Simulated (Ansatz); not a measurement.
Relaxing a structure of W

The start is a generated trial cell of W in the AFLOW prototype A_cI16_206_c (as in Si). A full variable-cell relaxation at zero pressure is run with PBEsol (plane waves to 420 eV, PAW, scalar-relativistic; Ansatz, a quantum-chemistry and plane-wave program). First-step values are on the input's coarse k-mesh.

Ansatz input (later rounds restart from its end on a renewed k-mesh):
Ansatz 0.2 input:
```yaml
crystal:
  lattice:
    - [-3.1600002, 3.1600002, 3.1600002]
    - [3.1600002, -3.1600002, 3.1600002]
    - [3.1600002, 3.1600002, -3.1600002]
  atoms:
    - { symbol: W, position: [0.2998, 0.2998, 0.2998] }
    - { symbol: W, position: [0.5, 0, 0.2002] }
    - { symbol: W, position: [0, 0.2002, 0.5] }
    - { symbol: W, position: [0.2002, 0.5, 0] }
    - { symbol: W, position: [0.7002, 0.7002, 0.7002] }
    - { symbol: W, position: [0.5, 0, 0.7998] }
    - { symbol: W, position: [0, 0.7998, 0.5] }
    - { symbol: W, position: [0.7998, 0.5, 0] }
basis: { ecutwfc: 420, ecutrho_ratio: 4, xc_grid: 2, fft_grid_basis: typed }
kpoints: { mp_grid: { grid: [7, 7, 7] } }
hamiltonian:
  xc: pbesol
  dispersion: none
  pseudopotentials: { azcp: { folder: ./paw }, kind: paw }
scf: { occupations: { method: fermi_dirac, width: 0.05 } }
relax: { f_tol: 0.01, max_steps: 100, cell: { stress_tol: 0.02 } }
output: { forces: true, stress: true }
```

- Outcome: The space group stays Ia-3 (No. 206) (the run could not lower it); the end is AFLOW prototype A_cI16_206_c (as in Si), with 8 atoms in the primitive cell
- Energy released: about 1.3 eV/atom
- Volume change: +30.4 %, from 15.78 to 20.57 Å³/atom
- Shortest distances (start → end): The closest pairs of elements (up to four, under 3.6 Å), start → end: W–W 2.19 → 2.46 Å
- Band gap at the end: zero (metallic)
- Optimiser moves: 5

Final structure:

Space group Ia-3 (No. 206); a = 6.905 Å, b = 6.905 Å, c = 6.905 Å, α = 90.00°, β = 90.00°, γ = 90.00°

```csv
atom,site,symmetry,x,y,z
W,16c,.3.,0.1406,0.1406,0.1406
```
(The calculation used a cell of 8 atoms; values per cell refer to that cell.)

Final values are on a 10×10×10 k-mesh of the relaxed cell. The start holds a very short contact (W–W 2.19 Å). No spin polarisation in the result.

The run could not lose the symmetry of its start, so the end can be a saddle point.

The relaxed structure here is a generated cell of W: the first start was made by placing the elements on the sites of a structure type, and the end was not matched to a known phase here, so it may be hypothetical. Known forms of W include space group No. 229.
